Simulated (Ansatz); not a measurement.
A single-point calculation of PtOS (Janus 1T monolayer) with the plane-wave code Ansatz, at the level r2SCAN. The cell was relaxed with r2SCAN and then strained (in-plane biaxial +3.0 %), with the atoms relaxed again with r2SCAN; k points keep the names of the unstrained zone.

Input (YAML):
```yaml
crystal:
  lattice:
    - [3.4432019985, 0.0, 0.0]
    - [-1.7216009993, 2.9819004011, 0.0]
    - [0.0, 0.0, 29.1078253048]
  atoms:
    - { symbol: Pt, position: [0.0, 0.0, 0.3118175356] }
    - { symbol: O, position: [0.3333333333, 0.6666666667, 0.3430585367] }
    - { symbol: S, position: [0.6666666667, 0.3333333333, 0.2727095415] }
  periodic: [true, true, false]
kpoints:
  mp_grid: { grid: [12, 12, 1] }
  band_path:
    path:
      - [0.0, 0.0, 0.0]
      - [0.5, 0.0, 0.0]
      - [0.3333333333, 0.3333333333, 0.0]
      - [0.0, 0.166667, 0.0]
    npoints: 1
hamiltonian:
  xc: r2scan
scf:
  occupations: { method: fixed }
  n_extra_bands: 4
output:
  forces: true
  stress: true
  eigenvalues: true
```

Command: `ansatz run input.yaml --threads 4 --pin off --max-ram 5529MiB --backend cpu --events-out ev --progress --plain --runs-dir out`.

Problem. It took 8.7 s on 4 threads of Arm Neoverse V2, with other jobs on the host, load about 0.3 per core. What peak of host memory did it reach?

Solution. About 1.1 GiB.

The log, with set-up remarks and timings taken out:
```
scf.n_extra_bands = 4 over 15 filled bands (N_el = 30.0): the run solves 19 bands
Pseudopotential: Pt, paw, valence charge 18, recommended cutoff 500 eV (meta_gga)
Pseudopotential: O, paw, valence charge 6, recommended cutoff 500 eV (meta_gga)
Pseudopotential: S, paw, valence charge 6, recommended cutoff 500 eV (meta_gga)
Functional definition: r2SCAN
Crystal: 3 atoms, lattice volume = 298.858 Å³
Basis set: ecut = 500 eV, 7619 PW (Γ)
Symmetry: 6 space group operations
Space group: P3m1 (ITA 156)
k-points: 19 of 144 (time reversal used)
SCF 1 converged in 9 iterations: F = -14009.626897 eV  dr2 = 6.32e-9
NSCF: frozen V_eff on 4 k-points
SCF converged after 9 iterations
Free energy (F): -14009.626897 eV
Fermi energy:    -7.003576 eV
--- Forces (eV/Å), atoms counted from 1 ---
  atom   1  Pt      0.00000      0.00000    -0.00106
  atom   2  O       0.00000      0.00000      0.00045
  atom   3  S       0.00000      0.00000      0.00065
--- 2D stress c σ (N/m, compression-positive) ---
       -3.717022       0.000000       0.000000
        0.000000      -3.717022       0.000000
        0.000000       0.000000       0.000000
  P = ½ c Tr σ = -3.7170 N/m
```

The file bands.tsv (bands near the Fermi energy, numbered from 0, rounded):
```tsv
# k_distance	band_10	band_11	band_12	band_13	band_14	band_15	band_16	band_17	band_18
# fermi_ev = -7.003576
# [0, 0, 0] at k_distance = 0.000000
# [0.5, 0, 0] at k_distance = 1.053554
# [0.3333333333, 0.3333333333, 0] at k_distance = 1.661823
# [0, 0.166667, 0] at k_distance = 2.590970
# levels_relative_to = fermi_ev
0.000	-2.990	-1.319	-1.032	-1.032	-0.270	3.593	3.593	5.434	6.286
1.054	-2.816	-2.354	-2.205	-1.769	-0.930	2.364	3.238	6.521	8.042
1.662	-3.464	-3.049	-1.702	-1.077	-0.417	1.553	3.055	7.888	9.307
2.591	-3.343	-1.784	-0.820	-0.818	0.000	2.512	3.281	6.155	6.847
```
In order the rows are Γ, M, K, Γ–M (0.33).

The r2SCAN gap is indirect, 1.55 eV (Γ–M (0.33 of the way from Γ) to K), below the direct gap of 1.97 eV at K. The gap is the least over the mesh and the extra points. The mean in-plane stress is -3.72 N/m (compression positive), so r2SCAN would shrink the cell's area.

Note: simulated data, non-magnetic, for a generated structure that need not be the stable one.

Spin-orbit coupling is left out, which matters wherever the heavy atoms make up the band edges.
